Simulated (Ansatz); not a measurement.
Geometry optimisation in Ansatz: input, command and trajectory.

```yaml
crystal:
  lattice:
    - [4.2171094157, 0.0, 0.0]
    - [0.0, 4.2171094157, 0.0]
    - [0.0, 0.0, 4.2171094157]
  atoms:
    - { symbol: Ba, position: [0.0, 0.0, 0.0] }
    - { symbol: Mn, position: [0.0, 0.5, 0.5], spin: 3.77 }
    - { symbol: Mn, position: [0.5, 0.0, 0.5], spin: 3.77 }
    - { symbol: Mn, position: [0.5, 0.5, 0.0], spin: 3.77 }
basis:
  ecutwfc: 420
kpoints:
  mp_grid: { grid: [4, 4, 4] }
hamiltonian:
  xc: pbe
scf:
  occupations: { method: gaussian, width: 0.1 }
  lower_state_search: "off"
output:
  forces: true
  stress: true
  eigenvalues: true
  populations: true
magnetization:
  spin_polarized: true
relax:
  adjacent_minimum: "off"
  f_tol: 0.04
  max_steps: 70
  cell: { stress_tol: 0.4 }
```

```bash
ansatz run input.yaml --threads 1 --pin off --max-ram 2560MiB --backend cpu --events-out ev --progress --plain --runs-dir out
```

Theory: DFT PBE, scalar-relativistic, plane waves, PAW in Ansatz 0.2.0.

Of 4 frames 4 are shown, positions in Å and forces in eV/Å; the SCF threshold varies from step to step. Steps run on the plane waves of an earlier cell, with a Pulay correction in the pressure. The basis is chosen afresh for the last frame, the zero of the energies, and at times for earlier ones too; energy and pressure step there, also at an unchanged geometry.

```xyz
4
Lattice="4.2171 0.0000 0.0000 0.0000 4.2171 0.0000 0.0000 0.0000 4.2171" Properties=species:S:1:pos:R:3:forces:R:3 pbc="T T T" step=1 free_energy_over_end_meV_per_atom=17.98 pressure_GPa=4.00
Ba    0.0000    0.0000    0.0000    0.0000    0.0000    0.0000
Mn    0.0000    2.1086    2.1086    0.0000    0.0000    0.0000
Mn    2.1086    0.0000    2.1086    0.0000    0.0000    0.0000
Mn    2.1086    2.1086    0.0000    0.0000    0.0000    0.0000
4
Lattice="4.3448 0.0000 0.0000 0.0000 4.3448 0.0000 0.0000 0.0000 4.3448" Properties=species:S:1:pos:R:3:forces:R:3 pbc="T T T" step=2 free_energy_over_end_meV_per_atom=0.83 pressure_GPa=-0.57
Ba    0.0000    0.0000    0.0000    0.0000    0.0000    0.0000
Mn    0.0000    2.1724    2.1724    0.0000    0.0000    0.0000
Mn    2.1724    0.0000    2.1724    0.0000    0.0000    0.0000
Mn    2.1724    2.1724    0.0000    0.0000    0.0000    0.0000
4
Lattice="4.3280 0.0000 0.0000 0.0000 4.3280 0.0000 0.0000 0.0000 4.3280" Properties=species:S:1:pos:R:3:forces:R:3 pbc="T T T" step=3 free_energy_over_end_meV_per_atom=0.30 pressure_GPa=-0.07
Ba    0.0000    0.0000    0.0000    0.0000    0.0000    0.0000
Mn    0.0000    2.1640    2.1640    0.0000    0.0000    0.0000
Mn    2.1640    0.0000    2.1640    0.0000    0.0000    0.0000
Mn    2.1640    2.1640    0.0000    0.0000    0.0000    0.0000
4
Lattice="4.3280 0.0000 0.0000 0.0000 4.3280 0.0000 0.0000 0.0000 4.3280" Properties=species:S:1:pos:R:3:forces:R:3 pbc="T T T" step=4 free_energy_over_end_meV_per_atom=0.00 pressure_GPa=-0.07
Ba    0.0000    0.0000    0.0000    0.0000    0.0000    0.0000
Mn    0.0000    2.1640    2.1640    0.0000    0.0000    0.0000
Mn    2.1640    0.0000    2.1640    0.0000    0.0000    0.0000
Mn    2.1640    2.1640    0.0000    0.0000    0.0000    0.0000
```

The start puts this composition into another compound's structure type, which needn't suit it. At the end the space group is Pm-3m (tolerance 0.05 Å).

The run took 19 s on 1 thread of Intel(R) Xeon(R) Platinum 8488C (Sapphire Rapids), on a shared host, peak memory 0.41 GiB.

The k mesh is coarse. Spin-orbit coupling is left out, which matters for the bands of heavy elements. Only parallel moments were tried here.